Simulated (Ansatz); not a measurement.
The relaxed structure here is a generated cell of Ru: the first start was made by placing the elements on the sites of a structure type, and the end was not matched to a known phase here, so it may be hypothetical. Known forms of Ru include space group No. 194.

One starting cell of Ru (a generated cell, Ru built in the omega structure type) was relaxed twice with Ansatz (plane waves, PAW, scalar-relativistic): with r2SCAN at 500 eV and with PBE at 420 eV. The r2SCAN result:

```cif
data_Ru3
_chemical_formula_sum 'Ru3'
_space_group_name_H-M_alt 'P 1'
_space_group_IT_number 1
_cell_length_a 4.23601
_cell_length_b 4.23601
_cell_length_c 2.66848
_cell_angle_alpha 90.000
_cell_angle_beta 90.000
_cell_angle_gamma 120.000
loop_
_space_group_symop_operation_xyz
  'x, y, z'
loop_
_atom_site_label
_atom_site_type_symbol
_atom_site_fract_x
_atom_site_fract_y
_atom_site_fract_z
_atom_site_occupancy
Ru1 Ru 0.00000 0.00000 0.00000 1
Ru2 Ru 0.33333 0.66667 0.50000 1
Ru3 Ru 0.66667 0.33333 0.50000 1
```

```json
[
 {"quantity": "space group", "r2SCAN": "P6/mmm", "PBE": "P6/mmm"},
 {"quantity": "volume (Å³/atom)", "r2SCAN": "13.82", "PBE": "___"},
 {"quantity": "a (Å)", "r2SCAN": "4.236", "PBE": "___"},
 {"quantity": "c (Å)", "r2SCAN": "2.668", "PBE": "___"},
 {"quantity": "gap (eV, no spin-orbit coupling)", "r2SCAN": "0.00", "PBE": "___"}
]
```

**Question.** What does PBE give for the same quantities?

**Answer.** 
- volume (Å³/atom), PBE: 14.11
- a (Å), PBE: 4.266
- c (Å), PBE: 2.686
- gap (eV, no spin-orbit coupling), PBE: 0.00

Both levels end in the same structure; PBE's volume is 2.1 % larger. Neither column is exact.

No spin polarisation in the result.

The run could not lose the symmetry of its start: the end is stationary, and may be a saddle point rather than a minimum.

All atoms sit on sites fixed by symmetry, so only the cell could relax.

Ansatz is a first-principles code.
